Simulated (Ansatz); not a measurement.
HfZr₂Se₆ (P-31m) at 3 levels of theory

One geometry, relaxed with PBE; plane waves with PAW potentials in Ansatz, scalar-relativistic. No spin polarisation. Gaps are the least over mesh and band path; pressure is positive in compression.

Space group P-31m (No. 162). a = 6.564 Å, b = 6.564 Å, c = 6.941 Å, α = 90.00°, β = 90.00°, γ = 120.00°
| atom | site | symmetry | x | y | z |
| --- | --- | --- | --- | --- | --- |
| Zr | 2c | 3.2 | 0.3333 | 0.6667 | 0.0000 |
| Hf | 1a | -3.m | 0.0000 | 0.0000 | 0.0000 |
| Se | 6k | ..m | 0.3311 | 0.0000 | 0.2278 |

```csv
level,cutoff (eV),k mesh,gap (eV),pressure (GPa)
PBE,420,6×6×6,0.45,0.0
```

Q: What comes out on the same cell with r2SCAN, PBEsol?

A:
```json
{"level": "r2SCAN", "cutoff (eV)": "500", "k mesh": "6×6×6", "gap (eV)": "0.77", "pressure (GPa)": "-0.7"}
{"level": "PBEsol", "cutoff (eV)": "420", "k mesh": "6×6×6", "gap (eV)": "0.39", "pressure (GPa)": "-2.6"}
```

Spin-orbit coupling matters for the bands of heavy elements and is left out. The cell holds layers, chains or molecules and no dispersion correction was added, so their binding is poorly described.

The structure comes from a generated guess; another structure or a mixture of phases may lie lower.
